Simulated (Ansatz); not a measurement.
Cs2HgF4:
```xyz
7
Lattice="-2.3229 2.3229 7.2534 2.3229 -2.3229 7.2534 2.3229 2.3229 -7.2534" Properties=species:S:1:pos:R:3 pbc="T T T"
Cs     0.0000     0.0000     5.1763
Cs     0.0000     0.0000     9.3305
Hg     0.0000     0.0000     0.0000
F      0.0000     0.0000     2.2414
F      0.0000     0.0000    12.2654
F      2.3229     0.0000     0.0000
F      0.0000     2.3229     0.0000
```

Relaxed with r²SCAN.

Q: Map the valence electron density (e/Å³), cut off at 1 on the plane through (0.357, 0.357, 0.000) spanned by u = [1, 1, 0] and v = [1, -1, 0] in lattice vectors, from plane-wave PAW r²SCAN (Ansatz code).

A: x is the fraction of u, y of v (the angle between them is 90°; rows are the nearest grid lines); atoms in the plane: Cs at (0.00, 0.00), Cs at (0.50, 0.50), Cs at (0.29, 0.00), Cs at (0.79, 0.50), Hg at (0.14, 0.50), Hg at (0.64, 0.00), F at (0.30, 0.50), F at (0.80, 0.00), F at (0.49, 0.00), F at (0.99, 0.50).
```
y \ x   0.000  0.100  0.175  0.275  0.375  0.450  0.550  0.625  0.725  0.825  0.900   1.00
------  -----  -----  -----  -----  -----  -----  -----  -----  -----  -----  -----  -----
1.00    0.000  0.145  0.075  0.060  0.276   1.00  0.568   1.00  0.459   1.00  0.156  0.000
0.909    1.00  0.090  0.051   1.00  0.165  0.599  0.248   1.00  0.227   1.00  0.097   1.00
0.848   0.745  0.048  0.034  0.715  0.072  0.123  0.086  0.620  0.087  0.171  0.045  0.745
0.758   0.087  0.041  0.047  0.083  0.017  0.039  0.040  0.065  0.037  0.048  0.014  0.087
0.697   0.073  0.103  0.133  0.066  0.019  0.127  0.124  0.034  0.089  0.171  0.018  0.073
0.606    1.00   1.00   1.00  0.793  0.067  0.731  0.722  0.028  0.489  0.951  0.058   1.00
0.545    1.00   1.00   1.00   1.00  0.128   1.00   1.00  0.034  0.866   1.00  0.100   1.00
0.455    1.00   1.00   1.00   1.00  0.128   1.00   1.00  0.034  0.866   1.00  0.100   1.00
0.394    1.00   1.00   1.00  0.793  0.067  0.731  0.722  0.028  0.489  0.951  0.058   1.00
0.303   0.073  0.103  0.133  0.066  0.019  0.127  0.124  0.034  0.089  0.171  0.018  0.073
0.242   0.087  0.041  0.047  0.083  0.017  0.039  0.040  0.065  0.037  0.048  0.014  0.087
0.152   0.745  0.048  0.034  0.715  0.072  0.123  0.086  0.620  0.087  0.171  0.045  0.745
0.0909   1.00  0.090  0.051   1.00  0.165  0.599  0.248   1.00  0.227   1.00  0.097   1.00
0.000   0.000  0.145  0.075  0.060  0.276   1.00  0.568   1.00  0.459   1.00  0.156  0.000
```

The density is the valence pseudo-density with augmentation charge, so density and ELF within about 1 Å of a nucleus are not all-electron values.

Space group I4/mmm. The first step of the workflow began from a Materials Project structure, measured or hypothetical; the Crystallography Open Database copy checked does not list it. Its standing as an ambient phase is unchecked. Symmetry was held in the r²SCAN relaxation; its stability against distortions is not shown here. Spin–orbit coupling is left out wherever it is not named.

Potentials: the later of the program's two PAW sets.
